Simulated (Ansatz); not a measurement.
CdF2:
```xyz
3
Lattice="0.0000 2.6958 2.6958 2.6958 0.0000 2.6958 2.6958 2.6958 0.0000" Properties=species:S:1:pos:R:3 pbc="T T T"
Cd     0.0000     0.0000     0.0000
F      1.3479     1.3479     1.3479
F      4.0436     4.0436     4.0436
```

Relaxed with r²SCAN.

**Question.** Map the electron localisation function on the plane through (0.000, 0.000, 0.000) spanned by u = [1, 0, 0] and v = [-1, 1, 1] in lattice vectors, from DFT-r²SCAN in the program Ansatz with PAW potentials.

**Answer.** x is the fraction of u, y of v (the angle between them is 90°; rows are the nearest grid lines); atoms in the plane: Cd at (0.00, 0.00), F at (0.50, 0.25), F at (0.50, 0.75).
```
y \ x   0.000  0.105  0.158  0.263  0.368  0.474  0.526  0.632  0.737  0.842  0.895   1.00
------  -----  -----  -----  -----  -----  -----  -----  -----  -----  -----  -----  -----
1.00    0.974  0.697  0.451  0.198  0.038  0.028  0.028  0.038  0.198  0.451  0.697  0.974
0.926   0.697  0.481  0.374  0.106  0.156  0.455  0.454  0.158  0.107  0.375  0.481  0.697
0.852   0.339  0.281  0.178  0.101  0.742  0.804  0.805  0.743  0.102  0.178  0.280  0.339
0.778   0.114  0.069  0.051  0.483  0.807  0.566  0.566  0.807  0.481  0.051  0.069  0.114
0.704   0.025  0.028  0.061  0.568  0.802  0.661  0.661  0.802  0.568  0.061  0.028  0.025
0.630   0.007  0.015  0.042  0.354  0.701  0.789  0.789  0.701  0.354  0.042  0.015  0.007
0.556   0.003  0.006  0.013  0.053  0.157  0.249  0.248  0.156  0.053  0.013  0.006  0.003
0.444   0.003  0.006  0.013  0.053  0.156  0.248  0.249  0.157  0.053  0.013  0.006  0.003
0.370   0.007  0.015  0.042  0.354  0.701  0.789  0.789  0.701  0.354  0.042  0.015  0.007
0.296   0.025  0.028  0.061  0.568  0.802  0.661  0.661  0.802  0.568  0.061  0.028  0.025
0.222   0.114  0.069  0.051  0.481  0.807  0.566  0.566  0.807  0.483  0.051  0.069  0.114
0.148   0.339  0.280  0.178  0.102  0.743  0.805  0.804  0.742  0.101  0.178  0.281  0.339
0.0741  0.697  0.481  0.375  0.107  0.158  0.454  0.455  0.156  0.106  0.374  0.481  0.697
0.000   0.974  0.697  0.451  0.198  0.038  0.028  0.028  0.038  0.198  0.451  0.697  0.974
```

The density is the valence pseudo-density with augmentation charge, so density and ELF within about 1 Å of a nucleus are not all-electron values.

Space group Fm-3m (fluorite). The r²SCAN relaxation kept the symmetry of its start.

Potentials: the earlier of the program's two PAW sets. The files were generated under PBE; for other functionals the program regenerates the frozen cores, and for LDA and PBEsol the local potential too.
